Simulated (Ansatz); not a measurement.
CdNi₃N:
```
CELL_PARAMETERS angstrom
      3.79718     0.00000     0.00000
      0.00000     3.79718     0.00000
      0.00000     0.00000     3.79718
ATOMIC_POSITIONS crystal
  Cd 0.00000 0.00000 0.00000
  Ni 0.00000 0.50000 0.50000
  Ni 0.50000 0.00000 0.50000
  Ni 0.50000 0.50000 0.00000
  N  0.50000 0.50000 0.50000
```

Relaxed with PBEsol.

**Question.** Give the Bader charges and basin volumes of the independent atoms, the program Ansatz at the PBEsol level (PAW).

**Answer.** 

```json
[
 {"atom": "Cd1", "Bader charge (e)": "+0.21", "Bader volume (Å³)": "15.3"},
 {"atom": "Ni2", "Bader charge (e)": "+0.32", "Bader volume (Å³)": "10.5"},
 {"atom": "N5", "Bader charge (e)": "-1.16", "Bader volume (Å³)": "7.8"}
]
```

Space group Pm-3m (anti-perovskite). The workflow started from an entry of the Crystallography Open Database (COD). Its standing as an ambient phase is unchecked. The cell was relaxed with PBEsol under the symmetry of its start; whether a distortion lowers the energy is not shown. The workflow began spin-polarised and lost its moments.

Potentials: the later of the program's two PAW sets.
